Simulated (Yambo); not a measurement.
Yambo run on Ca2Si (space group Fm-3m, No. 225). The wavefunctions are norm-conserving PBEsol (Quantum ESPRESSO, 68 Ry, no spin-orbit coupling) ones on a 4×4×4 mesh (12 occupied bands); a = 5.0122 Å, b = 5.0122 Å, c = 5.0122 Å, α = 60.00°, β = 60.00°, γ = 60.00°.

Yambo input:

```
rim_cut
HF_and_locXC
RandQpts= 1000000
RandGvec= 1 Ry
EXXRLvcs= 68 Ry
VXCRLvcs= 272 Ry
% QPkrange
 1 | 1 | 12 | 13 |
 3 | 3 | 12 | 13 |
 7 | 7 | 12 | 13 |
 8 | 8 | 12 | 13 |
%
```

k points by index: 1 = Γ, 3 = L, 7 = X, 8 = W.

Resulting energies as the program prints them:

```
#    K-point    Band    Eo [eV]    Ehf [eV]    Vxc [eV]    Vnlxc [eV]
#
    1    12    -0.422669    -1.648366    -10.24174    -11.46744
    1    13    1.813732    5.270741    -8.027615    -4.570606
    3    12    -0.081543    -1.354102    -10.33479    -11.60735
    3    13    2.433045    7.647550    -10.60945    -5.394942
    7    12    0.000000    -1.619914    -9.954811    -11.57473
    7    13    0.466472    3.917745    -8.227981    -4.776707
    8    12    -0.336783    -1.853222    -9.026129    -10.54257
    8    13    1.095108    4.985577    -9.805673    -5.915203
```
Exchange alone, without screening.

Geometry relaxed with PBEsol.

The structure is a Materials Project entry; no match was found in the copy of COD used, and its stability was not checked.
